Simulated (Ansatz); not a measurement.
This cell of Ga₂Cu (space group P4/mmm) is off equilibrium:

```
CELL_PARAMETERS angstrom
      5.54212     0.00000     0.00000
      2.77106     2.77106     0.00000
      0.00000     0.00000     5.66530
ATOMIC_POSITIONS crystal
  Ga 0.00601 0.48797 0.28331
  Ga 0.49399 0.51203 0.28331
  Ga 0.99399 0.51203 0.71669
  Ga 0.50601 0.48797 0.71669
  Cu 0.00000 0.00000 0.00000
  Cu 0.50000 0.00000 0.00000
```

Calculation: LDA (plane waves to 420 eV, PAW, scalar-relativistic; Ansatz, an electronic-structure program). k mesh 17×17×8 (Γ-centred), Fermi-Dirac smearing 0.05 eV. Compression counts positive. With partly filled bands, energies and forces of such displacements shift with the k mesh and the smearing. Ga2Cu is run without spin polarisation. Ga2Cu was relaxed with its symmetry unable to fall.

Q: Predict the force on every atom, in eV/Å.

A: 
```tsv
atom	Fx	Fy	Fz
Ga1	0.000	0.212	0.001
Ga2	0.000	-0.212	0.001
Ga3	0.000	-0.212	-0.001
Ga4	0.000	0.212	-0.001
Cu5	0.000	0.000	0.000
Cu6	0.000	0.000	0.000
```

(For displaced atoms, the force is minus the slope of the energy, and its curvature is a force constant, which sets phonon frequencies.)
